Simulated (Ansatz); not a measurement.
input.yaml (Ansatz)

```yaml
crystal:
  lattice:
    - [6.5905064378, 0.0, 0.0]
    - [0.0, 6.5905064378, 0.0]
    - [0.0, 0.0, 6.5905064378]
  atoms:
    - { symbol: Pb, position: [0.0, 1.0, 0.0] }
    - { symbol: Pb, position: [0.5, 0.5, 0.5] }
    - { symbol: Pb, position: [0.25, 0.0, 0.5] }
    - { symbol: Pb, position: [0.75, 0.0, 0.5] }
    - { symbol: Pb, position: [0.5, 0.25, 1.0] }
    - { symbol: Pb, position: [0.5, 0.75, 0.0] }
    - { symbol: Pb, position: [1.0, 0.5, 0.25] }
    - { symbol: Pb, position: [1.0, 0.5, 0.75] }
hamiltonian:
  xc: blyp
  pseudopotentials:
    kind: paw
    azcp:
      Pb: "pseudopotentials/Pb.paw.azcp"
basis:
  ecutwfc: 420
  fft_grid_basis: typed
kpoints:
  mp_grid: { grid: [5, 5, 5], shift: [0, 0, 0] }
magnetization:
  spin_polarized: false
scf:
  occupations: { method: fermi_dirac, width: 0.1 }
```

Terminal output

```
Engine: ansatz 0.2.0, aarch64-unknown-linux-gnu
Pseudopotentials: kind: paw
Pseudopotential: Pb, paw, valence charge 14, recommended cutoff 420 eV (normal) 
Functional definition: BLYP
  parameter beta = 0.0042
  parameter a = 0.04918
  parameter b = 0.132
  parameter c = 0.2533
  parameter d = 0.349
  exchange = b88_x(beta = beta)
  correlation = lyp_c(a = a, b = b, c = c, d = d)
Crystal: 8 atoms, lattice volume = 286.257 Å³
Basis set: ecut = 420 eV, 5575 PW (Γ), exchange–correlation on 90×90×90 points (8 copies of the dense FFT grid, shifted against one another)
Bands: 64, of which v1, the nominal top of the filled ones, is band 56 counted from 1 (55 counted from 0)
Symmetry: 48 space group operations
Space group: Pm-3n (ITA 223), of the structure as read, at distance tolerance 6.6e-5 Å
k-points: 10 of 125
Non-local potential: Pb, projectors of the file, l = 0: 2, l = 1: 2, l = 2: 2, l = 3: 2
PAW form: soft (Blöchl's): semilocal exchange-correlation on the pseudo side does not see the compensation charge
PAW frozen core: Pb, regenerated for the run's functional, and the local potential with it (the file was generated under x = pbe(κ = 0.804, μ = 0.2195149727645171), c = pbe(β = 0.06672455060314922))
PAW one-centre angular grid: Pb, 590 points (default); XC on 64 Gauss nodes
Initial density: superposition of atomic densities (neutral atoms: chi_scale 0, normalization atom), corrected by the library's trained network
Initial wavefunctions: pseudopotential atomic-orbital guess
Functional: x = b88, c = lyp
SCF iter   1: F=—  HF=-95476.893490 eV  |F-HF|=—  |Δ(HF+E_count)|=         —  Δρ=5.52e-3  dr2=6.23e-2  ethr=1.77e-3  ⟨swp⟩=6.0  Hψ=2310  notcnv=0
SCF iter   2: F=—  HF=-95476.894048 eV  |F-HF|=—  |Δ(HF+E_count)|=   5.58e-4  Δρ=3.21e-3  dr2=2.53e-2  ethr=5.56e-5  ⟨swp⟩=1.3  Hψ=762  notcnv=0
SCF iter   3: F=—  HF=-95476.894122 eV  |F-HF|=—  |Δ(HF+E_count)|=   7.43e-5  Δρ=6.36e-4  dr2=2.07e-3  ethr=2.26e-5  ⟨swp⟩=2.2  Hψ=1207  notcnv=0
SCF iter   4: F=—  HF=-95476.894392 eV  |F-HF|=—  |Δ(HF+E_count)|=   2.70e-4  Δρ=1.38e-4  dr2=4.63e-5  ethr=1.85e-6  ⟨swp⟩=2.8  Hψ=1147  notcnv=0
SCF iter   5: F=—  HF=-95476.894358 eV  |F-HF|=—  |Δ(HF+E_count)|=   3.41e-5  Δρ=4.18e-5  dr2=7.62e-6  ethr=4.14e-8  ⟨swp⟩=2.0  Hψ=1207  notcnv=0
SCF iter   6: F=—  HF=-95476.894363 eV  |F-HF|=—  |Δ(HF+E_count)|=   4.71e-6  Δρ=1.30e-5  dr2=7.66e-7  ethr=6.80e-9  ⟨swp⟩=2.2  Hψ=1149  notcnv=0
SCF iter   7: F=-95476.894363 eV  HF=-95476.894363 eV  |F-HF|=2.48e-8  |Δ(HF+E_count)|=   4.41e-7  Δρ=4.03e-6  dr2=3.57e-8  ethr=8.93e-11  ⟨swp⟩=3.1  Hψ=1812  notcnv=0
SCF 1 converged in 7 iterations: F = -95476.894363 eV  dr2 = 3.57e-8
SCF converged after 7 iterations
Free energy (F): -95476.894363 eV
Harris-Foulkes:  -95476.894363 eV  (|F-HF|=2.48e-8)
Internal energy: -95476.735239 eV  (E = F + TS)
E sigma→0 (E₀):  -95476.814801 eV
Entropy (-TS):   -0.159125 eV (-19.891 meV/atom)
Fermi energy:    9.210913 eV
--- Per-component energies (eV) ---
  E_band       = -492.065096
  E_kinetic    = 2305.438527
  E_local      = -9024.116202  (includes V_loc(G=0)·N_el)
  E_nonlocal   = 2774.757292
  E_hartree    = 3564.504119
  E_xc         = -1742.748449
  E_vxc        = -1030.996629  (∫ρ·V_xc dr)
  E_paw        = -83481.050724  (= ΣΔE_a)
  E_vpaw       = -2646.151610  (= ΣTr[D̂ρ^β])
  E_aug_tail   = 0.000380  (compensation charges beyond the density's cutoff)
  E_ewald      = -9872.605177
  E_core_change = -0.915007  (= ΣΔE_core)
  E_smearing   = -0.159125  (= −TS)
  E_closure    = -0.000000  (closes the sum)
  Σ components = -95476.894363   (vs F -95476.894363, Δ=0.00e0)
```

Command:

```sh
ansatz run input.yaml --threads 4 --pin off --max-ram 8192MiB --backend cpu --events-out ev --progress --plain --runs-dir out
```

On 4 threads of Arm Neoverse V1 (shared host) this took about 2.4 s of wall time and 8.8 s of CPU time, with 0.75 GiB at the peak.
